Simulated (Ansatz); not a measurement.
Cu Kα1 powder pattern (kinematic, no thermal factors).
```csv
2θ (°),relative intensity
16.18,82
21.16,49
26.75,16
30.09,100
32.69,64
34.35,14
39.27,19
43.08,58
45.02,68
46.31,19
48.47,10
49.94,4
51.43,5
54.82,2
55.11,54
59.42,3
59.70,11
62.56,18
65.09,6
66.83,2
68.04,5
68.51,7
70.97,17
72.15,2
72.40,23
72.61,3
73.36,4
76.41,3
76.61,14
80.35,25
82.89,2
84.01,3
84.45,15
88.32,4
```

The pattern is computed from a structure relaxed with Ansatz, DFT PBE, scalar-relativistic, plane waves, PAW. No spin polarisation. Its elements are Ga, N, Nb.

Q: Give the structure.

A: NbGa2N2.
Space group P4/mmm (No. 123). a = 4.196 Å, b = 4.196 Å, c = 5.474 Å, α = 90.00°, β = 90.00°, γ = 90.00°
```tsv
atom	site	symmetry	x	y	z
Nb	1c	4/mmm	0.5000	0.5000	0.0000
Ga	1d	4/mmm	0.5000	0.5000	0.5000
Ga	1a	4/mmm	0.0000	0.0000	0.0000
N	2f	mmm.	0.0000	0.5000	0.0000
```

A pattern alone doesn't exclude other cells with like lines; this is the one computed.

The cell was found from a structure generator's guess, not taken from experiment.
